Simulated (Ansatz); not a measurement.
Consider the following.

Starting cell, WS₂ (2H-MoS2 type, space group P6_3/mmc):

```xyz
6
Lattice="3.1541 0.0000 0.0000 -1.5770 2.7315 0.0000 0.0000 0.0000 12.1373" Properties=species:S:1:pos:R:3 pbc="T T T"
W      0.0000     1.8210     3.0343
W      1.5770     0.9105     9.1030
S      0.0000     1.8210     7.5283
S      1.5770     0.9105     1.4596
S      1.5770     0.9105     4.6091
S      0.0000     1.8210    10.6777
```

Two-dimensional scan of atom 6 (S, nearest neighbour W at 2.407 Å; its periodic images, 3.2 Å or more away, move with it): u runs along (1.000, 0.000, 0.000), v along (0.000, 1.000, 0.000) (Cartesian). Cell and other atoms are fixed.

All values below come from PBE-D3(BJ) (plane waves to 420 eV, PAW, scalar-relativistic; Ansatz, a first-principles code). k mesh 10×10×3 (Γ-centred), Fermi-Dirac smearing 0.05 eV. The energy includes the smearing's −TS. Spin-orbit coupling is left out, though W is heavy. WS2 is run without spin polarisation. WS2 was relaxed with its symmetry unable to fall. ΔE is measured from the undisplaced structure. Axes are in Å.

The scan covers u from -0.360 to 0.360 Å in 5 points and v from -0.360 to 0.360 Å in 5 points.

Task: Is the undisplaced position a minimum, a maximum or a saddle of this map?

Result: A minimum.

Task: What are the two principal curvatures of the energy at the centre?

Result: 10.5 eV/Å², isotropic.

(A displaced cell: forces are minus the slopes of the energy, force constants its curvatures, and phonons follow from these.)
